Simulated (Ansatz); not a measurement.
CdS (started from an entry of an open crystallographic database) (r2SCAN geometry), in Ansatz:

```
Cd S
1.0
     4.16462    0.00000    0.00000
    -2.08231    3.60667    0.00000
     0.00000    0.00000    6.76598
Cd S
2 2
Direct
  0.33333 0.66667 0.99903
  0.66667 0.33333 0.49903
  0.33333 0.66667 0.37597
  0.66667 0.33333 0.87597
```

G0W0@PBE with 557 empty bands, a screening cutoff of 180 eV and a 6×6×2 mesh (PAW, contour deformation) gives 1.950 eV over the mesh points, from a PBE gap of 1.173 eV; it sums over 583 bands with 573 plane waves in the screening and a wave cutoff of 420 eV. The G0W0 figures hold for the stated bands, cutoff and mesh and aren't extrapolated. No spin polarisation and no zero-point or thermal motion.

(1) Estimate the gap with starting point PBE0.

(2) Another run gave a Kohn-Sham gap of 1.173 eV and a G0W0 gap of 1.972 eV, summing over 583 bands with 573 plane waves in the screening and a wave cutoff of 420 eV. What was changed?

Results:

(1) 2.762 eV (+0.812 eV), from a Kohn-Sham gap of 2.842 eV.

(2) Frequency model Godby-Needs pole. Only the quasiparticle gap differs.

Spin-orbit coupling is left out.

The program warns that the k mesh is coarse for exact exchange in some of these runs, so their gaps aren't converged.

With a shallow d shell on the cation, G0W0 converges slowly in bands and cutoff, so these values are in doubt.
